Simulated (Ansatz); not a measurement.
# Relaxing BaY in the L10 type

First guess:

```xyz
2
Lattice="3.6612 0.0000 0.0000 0.0000 3.6612 0.0000 0.0000 0.0000 4.9792" Properties=species:S:1:pos:R:3 pbc="T T T"
Ba    0.0000    0.0000    0.0000
Y     1.8306    1.8306    2.4896
```

Theory: DFT, PBE, PAW with Ansatz's default frozen-core files, scalar-relativistic (Ansatz 0.2.0).

Cell and atoms relax within the symmetry of the start on a 11×11×8 k mesh with 0.03 eV Fermi–Dirac smearing.

The start is built from a prototype, known or not as a phase of this compound; the cutoff is 420 eV.

Spin polarisation is left out, and whether a magnetic state lies lower isn't shown here.

Spin–orbit coupling is left out, though it moves levels of the heavy atoms by tenths of an eV or more.

(1) What is the pressure of the first guess?

(2) What does it relax to?

(3) How much energy does the relaxation release?

Answers

(1) 6.45 GPa.

(2) a = 3.853 Å, b = 3.853 Å, c = 5.779 Å, α = 90.00°, β = 90.00°, γ = 90.00° (conventional cell), 42.90 Å³ per atom:
```
CELL_PARAMETERS angstrom
3.85318 0.00000 0.00000
0.00000 3.85318 0.00000
0.00000 0.00000 5.77946
ATOMIC_POSITIONS crystal
Ba 0.00000 0.00000 0.00000
Y 0.50000 0.50000 0.50000
```

(3) 170 meV/atom.
